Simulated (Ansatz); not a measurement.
CdSe (zinc blende) is sheared across one {111} plane, shuffle cut: the third cell vector gains the shift, so faults repeat every 10.5 Å. The cut lies between planes 2.63 Å apart; the cell height is held.

```xyz
6
Lattice="4.3005 0.0000 0.0000 2.1502 3.7243 0.0000 0.0000 0.0000 10.5340" Properties=species:S:1:pos:R:3 pbc="T T T"
Se     4.3005     2.4829     9.2173
Se     2.1502     1.2414     2.1946
Se     0.0000     0.0000     5.7059
Cd     0.0000     0.0000     8.3394
Cd     4.3005     2.4829     1.3168
Cd     2.1502     1.2414     4.8281
```

In-plane vectors a = (4.300, 0.000) Å, b = (2.150, 3.724) Å, area 16.02 Å². The shift is s times the vector a + b (length 7.449 Å), so s = 1 restores the start. Atoms relax along the normal only. γ = [E(shift) − E(0)] / area.

All values below come from PBEsol (plane waves to 420 eV, PAW, scalar-relativistic; Ansatz, a program for electronic structure). k mesh 8×8×3 (Γ-centred), Fermi-Dirac smearing 0.05 eV. E is the zero-smearing estimate. Faults lie only 10.5 Å apart, and holding the cell height raises γ above its relaxed value. CdSe was relaxed with its symmetry unable to fall. The zero of γ is zero shift.

```csv
s,γ (mJ/m²)
0.000,0
0.083,62
0.167,withheld
0.250,580
0.333,729
0.417,629
0.500,479
0.583,421
0.667,435
0.750,367
0.833,197
0.917,53
```

Fit a Fourier form (three harmonics of 1 − cos and sin) to the given rows and predict γ at s = 0.167.

Least squares on the 11 given rows: γ = (270.7)·[1 − cos(2πs)] + (108.9)·sin(2πs) + (117.4)·[1 − cos(4πs)] + (-58.3)·sin(4πs) + (-34.4)·[1 − cos(6πs)], in mJ/m²; root-mean-square residual 3.5 mJ/m². At 0.167 the fit gives 286 mJ/m²; the calculation gives 267 mJ/m², so the interpolation is off by 19 (+7.1 %). 

(The slope of γ gives the shear force per area between the displaced halves; near zero shift its curvature is an elastic stiffness.)
